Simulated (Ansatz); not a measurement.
## Ti

```xyz
2
Lattice="2.9500 0.0000 0.0000 -1.4750 2.5548 0.0000 0.0000 0.0000 4.6860" Properties=species:S:1:pos:R:3 pbc="T T T"
Ti    0.0000    1.7032    1.1715
Ti    1.4750    0.8516    3.5145
```

Atoms are numbered in the order listed.

The geometry is COD entry 9008517, unchecked; take it as a test cell.

The calculation used Ansatz 0.2.0, DFT, PBEsol, all-electron LAPW, scalar-relativistic.

Numerical set-up: a Γ-centred 13×13×7 k mesh, Fermi–Dirac smearing of 0.08 eV, basis error target 0.5 meV/atom, no spin polarisation.

```yaml
Band_gap: "none: bands cross the Fermi level, a metal"
Volume_per_atom: 17.66 Å³
```

Problem. Give the computed value. Pressure at this cell.

Solution. -5.81 GPa.

Problem. Stress xx, yy, zz (compression positive): what does the calculation give?

Solution. -5.65, -5.65, -6.14 GPa.

Problem. Density of states at the Fermi level (0.2 eV bin): what does the calculation give?

Solution. 1.84 states/eV per cell.
